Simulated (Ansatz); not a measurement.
Input for Ansatz (plane-wave DFT, PAW):

```yaml
crystal:
  lattice:
    - [3.8355212684, 0.0, 0.0]
    - [0.0, 3.8355212684, 0.0]
    - [0.0, 0.0, 26.1109719487]
  atoms:
    - { symbol: "Y", position: [0.5, 0.5, 0.2872355734] }
    - { symbol: O, position: [0.5, 0.0, 0.3291876877] }
    - { symbol: O, position: [0.0, 0.5, 0.3291876877] }
    - { symbol: "Y", position: [0.0, 0.0, 0.3711398019] }
    - { symbol: Bi, position: [0.5, 0.5, 0.4570466006] }
    - { symbol: "Y", position: [0.0, 0.0, 0.5429533994] }
    - { symbol: O, position: [0.0, 0.5, 0.5849055136] }
    - { symbol: O, position: [0.5, 0.0, 0.5849055136] }
    - { symbol: "Y", position: [0.5, 0.5, 0.6268576279] }
    - { symbol: Bi, position: [0.0, 0.0, 0.7127644266] }
basis:
  ecutwfc: 420
kpoints:
  mp_grid: { grid: [9, 9, 1] }
hamiltonian:
  xc: pbesol
scf:
  occupations: { method: methfessel_paxton, width: 0.2 }
output:
  forces: true
  stress: true
  eigenvalues: true
efield:
  axis: 3
  dipole_correction: true
  ramp_width: 0.04
```

Run as
```bash
ansatz run input.yaml --threads 1 --pin off --max-ram 3072MiB --backend cpu --events-out ev --progress --plain --runs-dir out
```

Level of theory: DFT PBEsol, scalar-relativistic, plane waves, PAW (Ansatz 0.2.0).

Abridged output (iterations and final results):

```
SCF iter   1: F=—  HF=-41922.584191 eV  |F-HF|=—  |Δ(HF+E_count)|=         —  Δρ=8.12e-3  dr2=7.99e-1  ethr=1.77e-3  p=-0.177 e·Å  D=-8.36e-2 V/Å  ΔV_dip=2.18 eV  dr2_dipole=4.13e-1  V_vac-E_F(+/−)=5.58/3.40 eV  ⟨swp⟩=8.3  Hψ=4194  notcnv=0
efield: sawtooth ramp at fractional position 0.9800 (placed from the atoms, in the widest stretch of the axis that holds none; the zero of the levels goes with the place), width 0.0400; the density the first Hamiltonian is built on has a dipole p = -0.177 e·Å; the dipole correction subtracts the counter field D = -8.36e-2 V/Å, which shifts the + side's vacuum level by +2.18 eV against the − side's; the planar-averaged density in the ramp window peaks in size at 5.3e-5 e/Å³
SCF iter   2: F=—  HF=-41922.617535 eV  |F-HF|=—  |Δ(HF+E_count)|=   3.33e-2  S|Δr|=    0.00e0  Δρ=1.16e-2  dr2=6.83e-1  ethr=8.15e-4  p=-0.123 e·Å  D=-5.77e-2 V/Å  ΔV_dip=1.51 eV  dr2_dipole=3.32e-2  V_vac-E_F(+/−)=5.23/3.72 eV  ⟨swp⟩=2.0  Hψ=1465  notcnv=0  defer=34
SCF iter   3: F=—  HF=-41922.508801 eV  |F-HF|=—  |Δ(HF+E_count)|=   1.09e-1  S|Δr|=    0.00e0  Δρ=2.38e-3  dr2=3.54e-2  ethr=6.97e-4  p=-0.128 e·Å  D=-6.01e-2 V/Å  ΔV_dip=1.57 eV  dr2_dipole=1.02e-2  V_vac-E_F(+/−)=5.31/3.74 eV  ⟨swp⟩=2.0  Hψ=1128  notcnv=0  defer=34
SCF iter   4: F=—  HF=-41922.504327 eV  |F-HF|=—  |Δ(HF+E_count)|=   4.47e-3  S|Δr|=    0.00e0  Δρ=9.32e-4  dr2=7.07e-3  ethr=3.61e-5  p=-0.110 e·Å  D=-5.16e-2 V/Å  ΔV_dip=1.35 eV  dr2_dipole=7.42e-4  V_vac-E_F(+/−)=5.27/3.92 eV  ⟨swp⟩=2.0  Hψ=1357  notcnv=0
SCF iter   5: F=—  HF=-41922.503734 eV  |F-HF|=—  |Δ(HF+E_count)|=   5.93e-4  S|Δr|=    0.00e0  Δρ=2.85e-4  dr2=3.42e-3  ethr=7.22e-6  p=-0.106 e·Å  D=-5.01e-2 V/Å  ΔV_dip=1.31 eV  dr2_dipole=7.13e-4  V_vac-E_F(+/−)=5.27/3.96 eV  ⟨swp⟩=2.0  Hψ=1184  notcnv=0
SCF iter   6: F=—  HF=-41922.503741 eV  |F-HF|=—  |Δ(HF+E_count)|=   7.20e-6  S|Δr|=    0.00e0  Δρ=3.29e-4  dr2=7.74e-4  ethr=3.49e-6  p=-0.103 e·Å  D=-4.87e-2 V/Å  ΔV_dip=1.27 eV  dr2_dipole=2.07e-5  V_vac-E_F(+/−)=5.27/4.00 eV  ⟨swp⟩=2.0  Hψ=1082  notcnv=0
SCF iter   7: F=—  HF=-41922.503686 eV  |F-HF|=—  |Δ(HF+E_count)|=   5.45e-5  S|Δr|=    0.00e0  Δρ=6.81e-5  dr2=2.73e-4  ethr=7.89e-7  p=-0.097 e·Å  D=-4.57e-2 V/Å  ΔV_dip=1.19 eV  dr2_dipole=1.98e-4  V_vac-E_F(+/−)=5.27/4.07 eV  ⟨swp⟩=2.6  Hψ=1147  notcnv=0
SCF iter   8: F=—  HF=-41922.503687 eV  |F-HF|=—  |Δ(HF+E_count)|=   4.37e-7  S|Δr|=    0.00e0  Δρ=2.83e-5  dr2=3.25e-5  ethr=2.79e-7  p=-0.096 e·Å  D=-4.54e-2 V/Å  ΔV_dip=1.18 eV  dr2_dipole=2.46e-5  V_vac-E_F(+/−)=5.27/4.09 eV  ⟨swp⟩=1.7  Hψ=857  notcnv=0
SCF iter   9: F=—  HF=-41922.503190 eV  |F-HF|=—  |Δ(HF+E_count)|=   4.97e-4  S|Δr|=    0.00e0  Δρ=9.11e-6  dr2=1.41e-6  ethr=3.32e-8  p=-0.096 e·Å  D=-4.53e-2 V/Å  ΔV_dip=1.18 eV  dr2_dipole=7.03e-7  V_vac-E_F(+/−)=5.27/4.09 eV  ⟨swp⟩=1.9  Hψ=1028  notcnv=0  defer=1
SCF iter  10: F=—  HF=-41922.503190 eV  |F-HF|=—  |Δ(HF+E_count)|=   8.29e-8  S|Δr|=    0.00e0  Δρ=3.39e-6  dr2=2.35e-7  ethr=1.44e-9  p=-0.096 e·Å  D=-4.52e-2 V/Å  ΔV_dip=1.18 eV  dr2_dipole=7.23e-8  V_vac-E_F(+/−)=5.27/4.09 eV  ⟨swp⟩=2.0  Hψ=1202  notcnv=0  defer=1
SCF iter  11: F=-41922.503190 eV  HF=-41922.503190 eV  |F-HF|=1.51e-8  |Δ(HF+E_count)|=   2.78e-8  S|Δr|=    0.00e0  Δρ=1.15e-6  dr2=1.61e-8  ethr=1.02e-10  p=-0.096 e·Å  D=-4.52e-2 V/Å  ΔV_dip=1.18 eV  dr2_dipole=5.42e-9  V_vac-E_F(+/−)=5.27/4.09 eV  ⟨swp⟩=17.7  Hψ=4265  notcnv=0
SCF 1 converged in 11 iterations: F = -41922.503190 eV  dr2 = 1.61e-8
SCF converged after 11 iterations
Stability not checked: this state was not tested for a lower state beside it, because cold or Methfessel-Paxton smearing, or corrected tetrahedra, fill the levels in a way that the test cannot read (fill_not_monotonic; see scf.lower_state_search)
Free energy (F): -41922.503190 eV
Harris-Foulkes:  -41922.503190 eV  (|F-HF|=1.51e-8)
Internal energy: -41922.488165 eV  (E = F + TS)
E sigma→0 (E₀):  -41922.499434 eV
Entropy (-TS):   -0.015025 eV (-1.503 meV/atom)
Fermi energy:    3.579039 eV
Dipole field:    D = -0.045297 V/Å  (p = -0.096158 e·Å, saw-weighted, corrected)
Work function:   Φ+ = 5.2729 eV   Φ− = 4.0901 eV
Levels:          The Fermi level and band energies are counted from a zero that moves with the ramp; work functions are not
--- Per-component energies (eV) ---
  E_band       = -1302.832925
  E_kinetic    = 2534.353570
  E_local      = -71087.981758  (includes V_loc(G=0)·N_el)
  E_nonlocal   = 1519.418429
  E_hartree    = 34064.990671
  E_xc         = -1283.339168
  E_vxc        = -1461.188567  (∫ρ·V_xc dr)
  E_paw        = -32723.262607  (= ΣΔE_a)
  E_vpaw       = -936.974400  (= ΣTr[D̂ρ^β])
  E_aug_tail   = 0.008893  (compensation charges beyond the density's cutoff)
  E_efield     = 0.002178  (sawtooth field / dipole correction)
  E_vefield    = -0.437601  (∫n·V_field dr)
  E_ewald      = 25052.405880
  E_core_change = 0.915747  (= ΣΔE_core)
  E_smearing   = -0.015025  (= −TS)
--- Forces (eV/Å), atoms counted from 1 ---
  atom   1  Y      0.00000000     0.00000000     0.89830083
  atom   2  O      0.00000000     0.00000000    -0.82916699
  atom   3  O      0.00000000     0.00000000    -0.82916699
  atom   4  Y      0.00000000     0.00000000     0.95371932
  atom   5  Bi     0.00000000     0.00000000    -0.22819442
  atom   6  Y      0.00000000     0.00000000     0.41479358
  atom   7  O      0.00000000     0.00000000    -0.41018633
  atom   8  O      0.00000000     0.00000000    -0.41018633
  atom   9  Y      0.00000000     0.00000000    -0.08008813
  atom  10  Bi     0.00000000     0.00000000     0.52027622
--- Stress (GPa, compression-positive) ---
       -0.556119       0.000000       0.000000
        0.000000      -0.556119       0.000000
        0.000000       0.000000       0.301604
  P = ⅓ Tr σ = -0.2702 GPa (-2.702 kbar)
--- Band table (eV; the first three rows and the last of 15) ---
  k-point 0: bands = ["-40.0199", "-39.3199", "-38.6748", "-38.2883", "-20.7072", "-20.0814", "-20.0814", "-19.5534", "-19.4926", "-19.3747", "-19.3747", "-18.7987", "-18.7987", "-18.7416", "-18.6968", "-18.6143", "-18.6117", "-18.6117", "-18.4433", "-18.4381", "-18.3915", "-18.3706", "-18.3706", "-18.2815", "-18.2524", "-18.2524", "-15.7694", "-15.3321", "-14.6349", "-14.2048", "-7.5956", "-6.8483", "-3.2197", "-2.8351", "-2.8351", "-2.4446", "-2.1412", "-1.7044", "-1.7044", "-1.3384", "-0.6467", "-0.6467", "0.4633", "0.4633", "1.1674", "2.5161", "2.8200", "4.2969", "4.2969", "5.3948", "5.4183", "5.4183", "5.6549", "5.7203", "6.2633", "6.7216", "6.7330", "6.8533", "6.9703"]
  k-point 1: bands = ["-40.0178", "-39.3184", "-38.6723", "-38.2871", "-20.7181", "-20.1551", "-20.0763", "-19.5478", "-19.5049", "-19.4220", "-19.3754", "-18.8756", "-18.7933", "-18.7359", "-18.6957", "-18.6286", "-18.6129", "-18.6119", "-18.4433", "-18.4327", "-18.3997", "-18.3798", "-18.3635", "-18.2814", "-18.2709", "-18.2558", "-15.6792", "-15.2813", "-14.5440", "-14.1519", "-7.5258", "-6.7806", "-3.1122", "-2.8053", "-2.7896", "-2.4172", "-2.0342", "-1.6746", "-1.6593", "-1.3127", "-0.7846", "-0.7078", "0.3258", "0.3676", "1.3828", "2.6248", "2.9204", "3.1837", "4.3569", "4.3829", "5.4771", "5.6695", "5.7544", "5.8673", "6.3460", "6.8378", "6.8923", "6.9789", "7.1148"]
  k-point 2: bands = ["-40.0123", "-39.3146", "-38.6658", "-38.2841", "-20.7511", "-20.3285", "-20.0631", "-19.5841", "-19.5392", "-19.4783", "-19.3773", "-19.0732", "-18.7806", "-18.7234", "-18.6906", "-18.6446", "-18.6164", "-18.6054", "-18.4780", "-18.4208", "-18.4141", "-18.4000", "-18.3513", "-18.2876", "-18.2718", "-18.2656", "-15.4667", "-15.1640", "-14.3301", "-14.0307", "-7.3300", "-6.5931", "-2.8021", "-2.7122", "-2.6562", "-2.3501", "-1.7321", "-1.5819", "-1.5228", "-1.2497", "-1.1319", "-0.8290", "-0.0202", "0.2419", "1.6835", "1.7049", "2.8696", "2.9156", "3.2090", "4.5182", "5.3125", "5.6331", "5.9649", "6.1192", "6.3912", "6.6091", "6.9443", "7.0773", "7.1885"]
  k-point 14: bands = ["-39.9870", "-39.2918", "-38.6381", "-38.2631", "-20.9456", "-20.9311", "-20.1507", "-19.7398", "-19.7247", "-19.6638", "-19.6627", "-19.4931", "-18.8843", "-18.6958", "-18.6678", "-18.6520", "-18.6470", "-18.5831", "-18.5438", "-18.5295", "-18.5146", "-18.3560", "-18.3538", "-18.2925", "-18.2920", "-18.2507", "-14.5918", "-14.5835", "-13.4515", "-13.4431", "-6.1847", "-5.5166", "-3.1827", "-3.1320", "-2.0768", "-2.0178", "-1.2306", "-1.1051", "-0.9461", "-0.6794", "-0.1418", "-0.0236", "0.1803", "0.4496", "0.7171", "0.7266", "1.8705", "1.8801", "2.4670", "3.8150", "4.3041", "4.5688", "4.8609", "4.9740", "5.4111", "5.4273", "5.5642", "6.0832", "6.5258"]
```

The calculation finished and met its thresholds.

Spin–orbit coupling is left out, which can shift energies with elements as heavy as these.